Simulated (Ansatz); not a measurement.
Here is the system:

Sr:
```cif
data_Sr8
_chemical_formula_sum 'Sr8'
_space_group_name_H-M_alt 'Fd-3m :1'
_space_group_IT_number 227
_space_group_name_Hall 'F 4d 2 3 -1d'
_cell_length_a 9.64989
_cell_length_b 9.64989
_cell_length_c 9.64989
_cell_angle_alpha 90.000
_cell_angle_beta 90.000
_cell_angle_gamma 90.000
loop_
_atom_site_label
_atom_site_type_symbol
_atom_site_symmetry_multiplicity
_atom_site_Wyckoff_symbol
_atom_site_fract_x
_atom_site_fract_y
_atom_site_fract_z
_atom_site_occupancy
Sr1 Sr 8 b 0.50000 0.50000 0.50000 1
```
(The calculation used a cell of 2 atoms; values per cell refer to that cell.)

This is the PBE-relaxed structure.

**Question.** All from PBE in the plane-wave PAW code Ansatz, unless another level is named. Predict the density of states at the Fermi level.

**Answer.** 2.0 states/eV per atom (mean over ±0.08 eV).

**Question.** Give the gap with spin–orbit coupling.

**Answer.** none (metallic).

The start of the workflow was typed in or built on a structure type; neither database checked (COD, Materials Project) lists it. It is not the phase usual at ambient conditions (space group No. 225). Symmetry was held in the PBE relaxation; whether a distortion lowers the energy is not shown. The volume moved by 26 % from the start of the relaxation. Spin–orbit coupling is left out wherever it is not named.

Potentials: the later of the program's two PAW sets.
